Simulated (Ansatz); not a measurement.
CdSe:
```
CELL_PARAMETERS angstrom
      0.00000     3.04090     3.04090
      3.04090     0.00000     3.04090
      3.04090     3.04090     0.00000
ATOMIC_POSITIONS crystal
  Se 0.75000 0.75000 0.75000
  Cd 0.00000 0.00000 0.00000
```

Tensor components refer to the Cartesian frame of this cell.

Task: Give the high-frequency dielectric tensor and the Born effective charge tensors of the independent atoms from DFPT, DFT-PBEsol in the program Ansatz with PAW potentials.

Result: 
ε∞:
```
8.25  0.00  0.00
0.00  8.25  0.00
0.00  0.00  8.25
```
Z* of atom 1 (Se), rows: field, columns: displacement, in e:
```
-2.24   0.00   0.00
 0.00  -2.24   0.00
 0.00   0.00  -2.24
```
Z* of atom 2 (Cd), rows: field, columns: displacement, in e:
```
2.24  0.00  0.00
0.00  2.24  0.00
0.00  0.00  2.24
```

Space group F-43m (zinc blende). Symmetry was held in the PBEsol relaxation. Spin–orbit coupling is left out wherever it is not named.

Potentials: the later of the program's two PAW sets.
